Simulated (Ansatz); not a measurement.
With DFT-PBE in the program Ansatz with PAW potentials, Pt in the diamond structure (Fd-3m) relaxes to a = 5.775 Å. Pt has 4 nearest neighbours from 2.50 Å (tetrahedral).

Electronic character: metallic (no gap). Gap from PBE with spin–orbit coupling: none (metallic).

The bulk modulus is 115 GPa.

The start of the workflow was typed in or built on a structure type; neither database checked (COD, Materials Project) lists it. It is not the phase usual at ambient conditions (space group No. 225). The cell was relaxed with PBE under the symmetry of its start; its stability against distortions is not shown here. The run is not spin-polarised. Scalar-relativistic: spin–orbit coupling is off unless named, which matters more the heavier the elements.

Potentials: the earlier of the program's two PAW sets.
